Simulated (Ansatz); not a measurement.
TiNi in space group Cmcm (No. 63; Ti on 4c, Ni on 4c), DFT-PBE in the program Ansatz with PAW potentials, all energies at zero smearing, with the estimated change up to a 700 eV cutoff added, with one set of potentials and settings (totals compare only within such a set). Cell of 4 atoms (2 Ti, 2 Ni): -16680.414 eV.

| element | reference phase | E (eV/atom) |
|---|---|---|
| Ti | P6/mmm, 3 atoms in the cell | -2499.6739 |
| Ni | Fm-3m, 1 atoms in the cell, spin-polarised | -5839.7239 |

Formation energy per atom, worked out: (-16680.414 − 2×(-2499.6739) − 2×(-5839.7239))/4 = -0.405 eV/atom (-39 kJ per mol of atoms), at 0 K, without zero-point energy or fitted corrections.

The first step of the workflow began from a Materials Project structure, measured or hypothetical; the Crystallography Open Database copy checked does not list it. COD files the formula under space group No. 11, 147, so this cell is another polymorph or a model. Its standing as an ambient phase is unchecked. The PBE relaxation kept the symmetry of its start; of distortions, only those at the zone centre were tested. The run is not spin-polarised. The references are the lowest solids computed at this level, not always the standard phases.

Potentials: the later of the program's two PAW sets.
